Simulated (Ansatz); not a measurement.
PbF2:
```
CELL_PARAMETERS angstrom
      0.00000     2.90569     2.90569
      2.90569     0.00000     2.90569
      2.90569     2.90569     0.00000
ATOMIC_POSITIONS crystal
  Pb 0.00000 0.00000 0.00000
  F  0.25000 0.25000 0.25000
  F  0.75000 0.75000 0.75000
```

Cartesian axes are those of the cell as given.

### Question
Give the high-frequency dielectric tensor and the Born effective charge tensors of the independent atoms from DFPT, LDA in the plane-wave PAW code Ansatz.

### Answer

ε∞:
```
3.46  0.00  0.00
0.00  3.46  0.00
0.00  0.00  3.46
```
Z* of atom 1 (Pb), rows: field, columns: displacement, in e:
```
3.25  0.00  0.00
0.00  3.25  0.00
0.00  0.00  3.25
```
Z* of atom 2 (F), rows: field, columns: displacement, in e:
```
-1.62   0.00   0.00
 0.00  -1.62   0.00
 0.00   0.00  -1.62
```

Space group Fm-3m (fluorite). The cell was relaxed with LDA under the symmetry of its start. Scalar-relativistic: spin–orbit coupling is off unless named, which matters more the heavier the elements.

Potentials: the later of the program's two PAW sets.
